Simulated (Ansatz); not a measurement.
A: CdTe (zinc blende), a = b = c = 6.489 Å, α = β = γ = 90.00°
B: Ag (fcc, Cu type), a = b = c = 4.054 Å, α = β = γ = 90.00°
C: Cu (fcc, Cu type), a = b = c = 3.564 Å, α = β = γ = 90.00°
D: GaSb (zinc blende), a = b = c = 6.111 Å, α = β = γ = 90.00°
E: Sc$_{3}$SnB (anti-perovskite), a = b = c = 4.6022 Å, α = β = γ = 90.00°

Scan: energy against volume (even scaling of the relaxed cell, symmetry kept). One method and one kind of scan serve all of them; meshes and ranges differ. All were relaxed with their symmetry unable to fall. At this level the bands of GaSb touch or barely overlap; measurements give the solid a gap. At this level the bands of Sc3SnB touch or barely overlap. Cu is run without spin polarisation. Sc3SnB is run without spin polarisation. Spin-orbit coupling is left out.

Problem. Order them by bulk modulus (fitted) (highest first) at the level PBEsol (plane waves to 420 eV, PAW, scalar-relativistic; Ansatz, a first-principles code).

Solution. C (168 GPa), B (119 GPa), E (88.6 GPa), D (51.6 GPa), A (41.3 GPa)

(Under strain, the slope of the energy per volume gives the stress and its curvature an elastic modulus.)
